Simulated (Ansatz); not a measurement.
The start is a generated cell, BaS2 built in the AFLOW prototype AB2_aP12_1_4a_8a (as in FeS2). Cell shape, volume and atoms are optimised at zero target pressure with r2SCAN (plane waves to 500 eV, PAW, scalar-relativistic; Ansatz, a first-principles code). The first steps use a coarse 3×3×3 k-mesh.

Initial structure:
```
CELL_PARAMETERS angstrom
      7.12872     0.00000     0.00000
      0.00000     7.12872     0.00000
      0.00000     0.00000     7.12872
ATOMIC_POSITIONS crystal
  Ba 0.00100 0.00200 0.00300
  Ba 0.49660 0.00010 0.50360
  Ba 0.50010 0.50200 0.00110
  Ba 0.99940 0.50130 0.50380
  S  0.38570 0.38320 0.38400
  S  0.11490 0.61140 0.88460
  S  0.88540 0.11570 0.61430
  S  0.61530 0.88650 0.11410
  S  0.61510 0.61320 0.61370
  S  0.88540 0.38180 0.11490
  S  0.11470 0.88560 0.38410
  S  0.38570 0.11610 0.88420
```

Q: What pressure does the first self-consistent step give?

A: +3.7 GPa (positive: the cell is compressed).

Q: What is the largest force in the starting geometry, and on which atom (counted from 1)?

A: 2.56 eV/Å, on S9 (atoms numbered as listed).

Q: What symmetry does the relaxed structure have?

A: The space group goes from P1 (No. 1) to Pnma (No. 62), with 12 atoms in the primitive cell.

Q: How much energy is released per atom?

A: 0.67 eV/atom.

Q: What band gap does the relaxed structure have at this level?

A: 2.37 eV, indirect (valence top at X, conduction bottom at k = (0.25, 0, 0.25)) (no spin-orbit coupling).

Q: What does it relax into? Give the structure.

A: 
```cif
data_Ba4S8
_chemical_formula_sum 'Ba4 S8'
_space_group_name_H-M_alt 'Pnma'
_space_group_IT_number 62
_space_group_name_Hall '-P 2ac 2n'
_cell_length_a 7.02906
_cell_length_b 6.09490
_cell_length_c 8.04238
_cell_angle_alpha 90.000
_cell_angle_beta 90.000
_cell_angle_gamma 90.000
loop_
_atom_site_label
_atom_site_type_symbol
_atom_site_symmetry_multiplicity
_atom_site_Wyckoff_symbol
_atom_site_fract_x
_atom_site_fract_y
_atom_site_fract_z
_atom_site_occupancy
Ba1 Ba 4 c 0.24704 0.75000 0.05510 1
S1 S 4 c 0.10632 0.25000 0.16930 1
S2 S 4 c 0.21134 0.75000 0.46178 1
```

Final values are on a 4×5×4 k-mesh of the relaxed cell. The relaxed cell holds bonded S–S pairs (2.10 Å). No spin polarisation in the result.

The relaxed structure here is a generated cell of BaS2: the first start was made by placing the elements on the sites of a structure type, and the end was not matched to a known phase here, so it may be hypothetical.
